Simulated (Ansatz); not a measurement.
**Question.** Name crystals whose computed values (PBE in the plane-wave PAW code Ansatz) fall in these windows: gap (eV) 5.0 to 6.5; electron conductivity mass (mₑ) 0.46 to 0.61; B₀ by P(V) fit (GPa) 14 to 18.

**Answer.** 

| crystal | gap (eV) | electron conductivity mass (mₑ) | B₀ by P(V) fit (GPa) |
|---|---|---|---|
| SiO2, P4_12_12 (Si on 4a, O on 8b) | 5.51 | 0.54 | 15.8 |
Others may fit too.

The cell was relaxed under the symmetry of its start.

Potentials: the later of the program's two PAW sets.
